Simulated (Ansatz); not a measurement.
## Stiffness of CdAg from strained cells

```
CELL_PARAMETERS angstrom
3.33000 0.00000 0.00000
0.00000 3.33000 0.00000
0.00000 0.00000 3.33000
ATOMIC_POSITIONS crystal
Cd 0.50000 0.50000 0.50000
Ag 0.00000 0.00000 0.00000
```

Atoms are numbered in the order listed.

The cell is COD entry 9008796, as deposited and not checked against the literature; nothing was relaxed.

These are results of DFT, PBEsol, all-electron LAPW, scalar-relativistic (Ansatz 0.2.0), not measurements.

Numerical set-up: a Γ-centred 12×12×12 k mesh, Fermi–Dirac smearing of 0.05 eV, basis error target 0.25 meV/atom, no spin polarisation.

The unstrained cell is at -1.69 GPa. Large strains and very small stresses are left out. Each strain is applied once, with fractional coordinates held (clamped ions), and σ below is the change of stress, positive in tension. One finite strain gives stress–strain coefficients at this pressure with an error of the order of the strain times third-order constants, a few per cent for each per cent of strain. In a metal the k mesh adds noise of tens of per cent to soft shears.

**Question.** Estimate the stiffness probed by this change, and the stress that it gives: equal xy, yz and zx engineering shear strains of -1 %.

**Answer.** σxy = -0.45 GPa and γxy = 2εxy = -0.0100, so C44 (clamped ions) = σxy/γxy = 45 GPa.

**Question.** Estimate the stiffness probed by this change, and the stress that it gives: equal xy, yz and zx engineering shear strains of +1 %.

**Answer.** σxy = 0.52 GPa and γxy = 2εxy = 0.0100, so C44 (clamped ions) = σxy/γxy = 52 GPa.

**Question.** The two estimates of C44 (clamped ions) differ. Why, and which value is best?

**Answer.** Finite strains add third-order terms, and in a metal the k mesh adds noise; two strains on one mesh can't tell these apart, so neither value is shown to be the better.
